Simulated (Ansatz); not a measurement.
Ansatz input

```yaml
crystal:
  lattice:
    - [4.3857584896, 0.0, 0.0]
    - [-2.1928792448, 3.7981782668, 0.0]
    - [0.0, 0.0, 2.612990744]
  atoms:
    - { symbol: Pt, position: [1.0, 1.0, 1.0] }
    - { symbol: Pt, position: [0.3333333333, 0.6666666667, 0.5] }
    - { symbol: Pt, position: [0.6666666667, 0.3333333333, 0.5] }
hamiltonian:
  xc: lda
  pseudopotentials:
    kind: paw
    azcp:
      Pt: "pseudopotentials/Pt.paw.azcp"
basis:
  ecutwfc: 420
  fft_grid_basis: typed
kpoints:
  mp_grid: { grid: [9, 9, 13], shift: [0, 0, 0] }
magnetization:
  spin_polarized: false
scf:
  occupations: { method: fermi_dirac, width: 0.1 }
  lower_state_search: "off"
output:
  stress: true
```

Terminal output

```
Warning: the record states the generating functional pbe (its physics header spells it `PBE`), which answers neither for hamiltonian.xc's functional nor for the lda family's — results may be inconsistent (PPs are generated against a specific XC)
Engine: ansatz 0.2.0, x86_64-unknown-linux-gnu
Pseudopotentials: kind: paw
Pseudopotential: Pt, paw, valence charge 18, recommended cutoff 420 eV (normal) 
Functional definition: SPW92
  exchange = slater_x
  correlation = pw_c
Crystal: 3 atoms, lattice volume = 43.527 Å³
Basis set: ecut = 420 eV, 879 PW (Γ)
Bands: 33, of which v1, the nominal top of the filled ones, is band 27 counted from 1 (26 counted from 0)
Symmetry: 24 space group operations
Space group: P6/mmm (ITA 191), of the structure as read, at distance tolerance 3.5e-5 Å
k-points: 84 of 1053
Non-local potential: Pt, projectors of the file, l = 0: 3, l = 1: 2, l = 2: 2, l = 3: 1
PAW form: soft (Blöchl's): semilocal exchange-correlation on the pseudo side does not see the compensation charge
PAW frozen core: Pt, regenerated for the run's functional, and the local potential with it (the file was generated under x = pbe(κ = 0.804, μ = 0.2195149727645171), c = pbe(β = 0.06672455060314922))
PAW one-centre angular grid: Pt, 590 points (default); XC on 64 Gauss nodes
Initial density: superposition of atomic densities (neutral atoms: chi_scale 0, normalization atom), corrected by the library's trained network
Initial wavefunctions: pseudopotential atomic-orbital guess
Functional: x = slater, c = lda
SCF iter   1: F=—  HF=-36734.464625 eV  |F-HF|=—  |Δ(HF+E_count)|=         —  Δρ=1.10e-2  dr2=2.70e-2  ethr=1.77e-3  ⟨swp⟩=5.6  Hψ=10278  notcnv=0  defer=16
SCF iter   2: F=—  HF=-36734.461494 eV  |F-HF|=—  |Δ(HF+E_count)|=   3.13e-3  Δρ=6.03e-3  dr2=1.20e-2  ethr=5.00e-5  ⟨swp⟩=1.7  Hψ=3688  notcnv=0  defer=19
SCF iter   3: F=—  HF=-36734.459213 eV  |F-HF|=—  |Δ(HF+E_count)|=   2.28e-3  Δρ=5.85e-4  dr2=8.76e-5  ethr=2.22e-5  ⟨swp⟩=2.5  Hψ=3959  notcnv=0  defer=19
SCF iter   4: F=—  HF=-36734.459198 eV  |F-HF|=—  |Δ(HF+E_count)|=   1.52e-5  Δρ=2.33e-4  dr2=3.26e-5  ethr=1.62e-7  ⟨swp⟩=2.0  Hψ=4777  notcnv=0  defer=19
SCF iter   5: F=—  HF=-36734.459194 eV  |F-HF|=—  |Δ(HF+E_count)|=   3.62e-6  Δρ=2.82e-5  dr2=1.24e-7  ethr=6.04e-8  ⟨swp⟩=1.0  Hψ=2733  notcnv=0  defer=19
SCF iter   6: F=-36734.459194 eV  HF=-36734.459194 eV  |F-HF|=1.44e-8  |Δ(HF+E_count)|=   1.43e-8  Δρ=7.19e-6  dr2=1.81e-8  ethr=1.85e-10  ⟨swp⟩=4.0  Hψ=9058  notcnv=0
SCF 1 converged in 6 iterations: F = -36734.459194 eV  dr2 = 1.81e-8
SCF converged after 6 iterations
Free energy (F): -36734.459194 eV
Harris-Foulkes:  -36734.459194 eV  (|F-HF|=1.44e-8)
Internal energy: -36734.302507 eV  (E = F + TS)
E sigma→0 (E₀):  -36734.380851 eV
Entropy (-TS):   -0.156686 eV (-52.229 meV/atom)
Fermi energy:    24.189676 eV
--- Per-component energies (eV) ---
  E_band       = -350.393890
  E_kinetic    = 1923.084549
  E_local      = -4278.228638  (includes V_loc(G=0)·N_el)
  E_nonlocal   = 621.498032
  E_hartree    = 1590.850229
  E_xc         = -784.223286
  E_vxc        = -912.190438  (∫ρ·V_xc dr)
  E_paw        = -27533.998405  (= ΣΔE_a)
  E_vpaw       = -886.265105  (= ΣTr[D̂ρ^β])
  E_aug_tail   = 0.000561  (compensation charges beyond the density's cutoff)
  E_ewald      = -8274.677158
  E_core_change = 1.391608  (= ΣΔE_core)
  E_smearing   = -0.156686  (= −TS)
  E_closure    = 0.000000  (closes the sum)
  Σ components = -36734.459194   (vs F -36734.459194, Δ=0.00e0)
--- Stress (GPa, compression-positive) ---
       12.839888      -0.000000       0.000000
       -0.000000      12.839888       0.000000
        0.000000       0.000000      14.215272
  P = ⅓ Tr σ = 13.2983 GPa (132.983 kbar)
```
